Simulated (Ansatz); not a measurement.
**Profile along the Co–Si line in CoSi2 (fluorite type, space group Fm-3m)**

CoSi2 (fluorite type, space group Fm-3m)

```cif
data_CoSi2
_chemical_formula_sum 'Co1 Si2'
_space_group_name_H-M_alt 'P 1'
_space_group_IT_number 1
_cell_length_a 3.78986
_cell_length_b 3.78986
_cell_length_c 3.78986
_cell_angle_alpha 60.000
_cell_angle_beta 60.000
_cell_angle_gamma 60.000
loop_
_space_group_symop_operation_xyz
  'x, y, z'
loop_
_atom_site_label
_atom_site_type_symbol
_atom_site_fract_x
_atom_site_fract_y
_atom_site_fract_z
_atom_site_occupancy
Co1 Co 0.00000 0.00000 0.00000 1
Si1 Si 0.25000 0.25000 0.25000 1
Si2 Si 0.75000 0.75000 0.75000 1
```

Fields along a shortest Co–Si line of a {110} plane (2.32 Å), from Co to Si, interpolated on the slice's grid (step about 0.2 Å). Calculation: PBE (plane waves to 420 eV, PAW, scalar-relativistic; Ansatz, a quantum-chemistry and plane-wave program). k mesh 15×15×15. These are valence fields of a PAW run, semicore shells included where kept as valence: close to a nucleus they are smooth pseudo fields. CoSi2 is run without spin polarisation. CoSi2 was relaxed with its symmetry unable to fall.

| distance from Co (Å) | valence electron density (e/Å³) | electron localisation function |
|---|---|---|
| 0.00 | 53.26 | x |
| 0.23 | 33.80 | x |
| 0.46 | 8.92 | x |
| 0.70 | 1.98 | 0.25 |
| 0.93 | 0.67 | 0.21 |
| 1.16 | 0.49 | 0.51 |
| 1.39 | 0.49 | 0.75 |
| 1.62 | 0.45 | 0.67 |
| 1.86 | 0.27 | x |
| 2.09 | 0.10 | x |
| 2.32 | 0.05 | x |

x: too close to a nucleus for the ELF to mean much.

Density on the Co–Si line (2.32 Å) at its midpoint: 0.49 e/Å³. ELF at that point: 0.5. ELF maximum in the middle third of the Co–Si line: 0.75, 1.4 Å from Co.
